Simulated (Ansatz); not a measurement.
Cs$_{2}$AgSbBr$_{6}$: the gap against volume

Cs$_{2}$AgSbBr$_{6}$, Fm-3m, a = 11.242 Å. The structure is a Materials Project entry; whether it is the stable form wasn't checked. Ansatz: r2SCAN, PAW, 500 eV, Γ-centred 4×4×4 mesh on 10 atoms, Gaussian smearing 0.02 eV; no spin polarisation. Shape and atoms are relaxed at each volume; x = ln(V/V0) with V0 = 35.520 Å³/atom. The gap is read at the mesh points alone.

```tsv
x	gap y (eV)
-0.0619	0.979
-0.0305	1.055
0.0000	?
0.0296	1.194
0.0583	1.257
```

Question: Fit a straight line to the other rows, give the volume deformation potential of the gap and its pressure coefficient, and predict the missing gap. B0 = 25.2 GPa.

Answer: Means x = -0.001125, y = 1.1212; Σ(Δx)² = 0.009032, ΣΔxΔy = 0.02089; the slope is their ratio. y = 1.124 + 2.313 x. The slope is the deformation potential a = dE_g/d ln V = 2.31 eV, and dE_g/dP = −a/B0 = -91.8 meV/GPa. At x = 0.0000 the fit asked for gives 1.124 eV. The run gave 1.127 eV, so the fit is 0.003 eV too low, within twice the rms miss on the fitted rows (0.002 eV).

Spin-orbit coupling is left out, which matters for the bands of heavy elements. Semilocal functionals give gaps under the measured ones; changes of the gap mostly carry over better.

Cost: 5 runs of about 9 core-minutes in all, on Arm Neoverse V1 (shared hosts).